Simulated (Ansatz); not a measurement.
## How Ru converges under different mixers and occupations

Ru is taken as a measured crystal structure (space group P6_3/mmc), 2 atoms in the cell. Source: COD entry 9008513, which need not be the ambient phase.

```
Ru
1.0
     2.70389    0.00000    0.00000
    -1.35194    2.34164    0.00000
     0.00000    0.00000    4.28168
Ru
2
Direct
  0.33333 0.66667 0.25000
  0.66667 0.33333 0.75000
```

Site labels below count the atoms in this order, from 1.

The calculation used DFT, PBE, PAW, plane waves, scalar-relativistic (Ansatz development build ahead of 0.2.0).

```
Plane-wave cutoff : 420 eV
k-point mesh      : 10×10×6 (Γ-centred)
Occupations       : Fermi–Dirac smearing, 0.1 eV
Spin              : off
```

The starting density is a sum of atomic densities corrected by a trained network, so it is already close to self-consistency.

Command:
```sh
ansatz run input.yaml --threads 2 --pin off --max-ram 5120MiB --backend cpu --events-out ev --progress --plain --runs-dir out
```

Machine: 2 threads of Arm Neoverse V2, on a shared host.

One run per row. The search for lower states is off throughout, and rows that name a mixer don't switch to direct minimisation unless they say so. “A, then B” is a new run with the settings A changed by B. Counts include iterations that the program adds to test a close or to solve more bands, and some failed runs stop two short of their limit.

| settings | iteration limit | outcome | wall time (s) | result against the default run |
| --- | --- | --- | --- | --- |
| default SCF settings | default | converged in 6 iterations | 0.92 | reference |
| Fermi–Dirac smearing, width 0.15 eV | 80 | converged in 6 iterations | 0.76 | free energy shifted by -19.6 meV/atom, zero-width estimate shifted by -0.8 meV/atom, pressure 5.7 GPa against 5.4 |
| Anderson, β 0.2, history 8, no preconditioner | 80 | converged in 6 iterations | 0.87 | the same free energy |
| tetrahedron occupations | 80 | converged in 6 iterations | 0.95 | free energy shifted by +11.9 meV/atom, zero-width estimate shifted by -4.0 meV/atom, pressure 5.0 GPa against 5.4 |
| Broyden, β 0.7, history 8, no preconditioner | 80 | converged in 5 iterations | 0.93 | the same free energy |
| Fermi–Dirac width 0.01 eV, no switch to direct minimisation | 80 | converged in 6 iterations | 0.7 | free energy shifted by +16.3 meV/atom, zero-width estimate shifted by +0.7 meV/atom, pressure 5.1 GPa against 5.4 |
| cutoff 520 eV | default | converged in 6 iterations | 1.2 | free energy shifted by -2.3 meV/atom, pressure 5.3 GPa against 5.4 |
| cutoff 700 eV | default | converged in 6 iterations | 1.7 | free energy shifted by -2.6 meV/atom, pressure 5.3 GPa against 5.4 |
| linear mixing, β 1.0, Kerker | 80 | converged in 5 iterations | 0.83 | the same free energy |
| Broyden, β 1.0, history 4, no preconditioner | 80 | converged in 6 iterations | 0.95 | the same free energy |
| iteration limit 10 | 10 | converged in 5 iterations | 0.84 | the same free energy |

With the default settings (MSR1 mixing, preconditioner none) the run converges, with no gap on the k-mesh. At the default threshold and band count the same state takes 5 iterations at best (“Broyden, β 0.7, history 8, no preconditioner”) and 6 at worst (“Broyden, β 1.0, history 4, no preconditioner”). All runs converged.
